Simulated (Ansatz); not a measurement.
Cu$_{2}$Se (anti-fluorite, space group No. 225) at seven volumes, PBEsol (plane waves, PAW; program Ansatz), scaled uniformly. One row is withheld.

```csv
V (Å³/atom),P (GPa)
14.179,11.90
14.647,7.20
15.114,3.28
15.581,-0.01
16.049,-2.75
16.516,-5.04
16.984,?
```

Fit the shown pressures and predict the withheld one.

P = (3/2)B₀(x^(7/2) − x^(5/2))[1 + (3/4)(B′ − 4)(x − 1)] with x = (V₀/V)^(2/3). Least squares on the six rows gives V₀ = 15.581 Å³/atom, B₀ = 99.9 GPa, B′ = 4.96. At V = 16.984, x = 0.9441 and P = -6.96 GPa. The run itself gave -6.95 GPa.

Space group Fm-3m (anti-fluorite). The workflow started from a Materials Project entry (that database holds measured and hypothetical structures alike); the Crystallography Open Database copy checked does not list it. COD files the formula under space group No. 216, so this cell is another polymorph or a model. Whether it is the stable phase at ambient conditions was not checked. The PBEsol relaxation kept the symmetry of its start; of distortions, only those at the zone centre were tested. No spin polarisation was allowed.

Potentials: the later of the program's two PAW sets.
